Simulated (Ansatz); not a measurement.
## Axial (c/a) deformation path in WS₂

Theory: DFT PBEsol+D3(BJ), scalar-relativistic, plane waves, PAW (Ansatz). The runs took a 420 eV cutoff, a Γ-centred 12×12×4 mesh and Gaussian smearing (0.05 eV). Spin–orbit coupling is left out, which matters for the heavy elements here. No spin polarisation. Energies are free energies at this smearing, counted from the undisturbed cell; pressure is positive in compression.

Zero of the scan (relaxed at this level):

```yaml
crystal:
  lattice:
    - [3.11473, 0.00000, 0.00000]
    - [-1.55736, 2.69743, 0.00000]
    - [0.00000, 0.00000, 11.77225]
  atoms:
    - { symbol: W, position: [0.33333, 0.66667, 0.25000] }
    - { symbol: W, position: [0.66667, 0.33333, 0.75000] }
    - { symbol: S, position: [0.33333, 0.66667, 0.61645] }
    - { symbol: S, position: [0.66667, 0.33333, 0.11645] }
    - { symbol: S, position: [0.33333, 0.66667, 0.88355] }
    - { symbol: S, position: [0.66667, 0.33333, 0.38355] }
```

At fixed volume and fractional coordinates, lengths along (0.000, 0.000, 1.000) are scaled against those across it; ρ is that ratio over its starting value.

| ρ | ΔE (meV/atom) | pressure (GPa) | gap on the mesh (eV) |
| --- | --- | --- | --- |
| 0.800 | 354.0 | 4.8 | 0.00 |
| 0.850 | 192.5 | 3.4 | 0.00 |
| 0.920 | 51.9 | 1.6 | 0.17 |
| 0.960 | ? | 0.7 | ? |
| 1.000 | 0.0 | 0.0 | 0.66 |
| 1.050 | 18.1 | -0.7 | 0.83 |
| 1.100 | ? | ? | 0.91 |
| 1.200 | 261.5 | -1.2 | 0.62 |
| 1.300 | 548.9 | -0.2 | 0.00 |

Where the gap reads zero the k-mesh, chosen for the insulator, is on the coarse side.

(1) Give the withheld values.

Results:

(1) ΔE (meV/atom) at ρ = 0.960: 12.5; gap on the mesh (eV) at ρ = 0.960: 0.55; ΔE (meV/atom) at ρ = 1.100: 70.0; pressure (GPa) at ρ = 1.100: -1.1.

Cost: 9 runs of about 1.3 core-minutes in all, on Intel Xeon Platinum 8259CL (Skylake/Cascade Lake) (shared hosts).